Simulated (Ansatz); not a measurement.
According to plane-wave PAW HSE06 (Ansatz code), VBiO₄ in the tetragonal phase (I4_1/a; Bi on 4a, V on 4b, O on 16f) relaxes to a = 5.109 Å, c = 11.633 Å. V has 4 nearest neighbours from 1.71 Å (tetrahedral).

It is gapped at this level: 3.41 eV (indirect). The magnetic state found is non-magnetic (starting moments vanished).

Bader charges are Bi +2.17, V +2.35, O -1.13 e.

The measured cell (COD 9012062, doi:10.1016/0025-5408(72)90227-9; 566 K, pressure taken as ambient) has 12.94 Å³ per atom; the computed volume differs by -2.2 %, which includes thermal expansion and zero-point motion.

The cell was relaxed with HSE06 under the symmetry of its start. The workflow began spin-polarised and lost its moments. The hybrid was solved on a coarse mesh, the path and, where they were found, the r²SCAN edge points; its band edges are the extreme levels among these. Spin–orbit coupling is left out wherever it is not named.

Potentials: the later of the program's two PAW sets.
